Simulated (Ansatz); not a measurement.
**Property card for Ga4Sb3As**

Level of theory: DFT PBE, scalar-relativistic, plane waves, PAW in Ansatz.

Cutoff 420 eV; k points 6×6×6 on the computed 8-atom cell (Γ-centred); Gaussian smearing, width 0.10 eV; no spin polarisation.

The structure is relaxed at this level of theory with its symmetry kept, and needn't be the ground state of this composition.

```xyz
8
Lattice="6.0994 0.0000 0.0000 0.0000 6.0994 0.0000 0.0000 0.0000 6.0994" Properties=species:S:1:pos:R:3 pbc="T T T"
Ga    4.6282    4.6282    4.6282
Ga    4.6282    1.4712    1.4712
Ga    1.4712    4.6282    1.4712
Ga    1.4712    1.4712    4.6282
Sb    3.0497    3.0497    0.0000
Sb    3.0497    0.0000    3.0497
Sb    0.0000    3.0497    3.0497
As    0.0000    0.0000    0.0000
```

```json
{"Space group": "P-43m (No. 215)", "Volume per atom": "28.36 Å³", "Formation energy from the elements' standard states (uncorrected)": "-0.191 eV/atom", "Kohn–Sham band gap": "zero, with almost no states at the Fermi level", "Density of states at the Fermi level": "0.0 states/eV per cell", "Orbital (Löwdin) character within 0.5 eV of the Fermi level": "Sb 5p 53 %, Ga 4p 24 %, As 4p 13 %", "Bader charge by site (e)": "Ga (4 in the cell) 0.40, Sb (3 in the cell) -0.33, As (1 in the cell) -0.62"}
```

Spin-orbit coupling is left out, which matters for the bands of heavy elements.

The cell was found from a structure generator's guess, not taken from experiment. Löwdin shares on free-atom orbitals overweight diffuse shells.
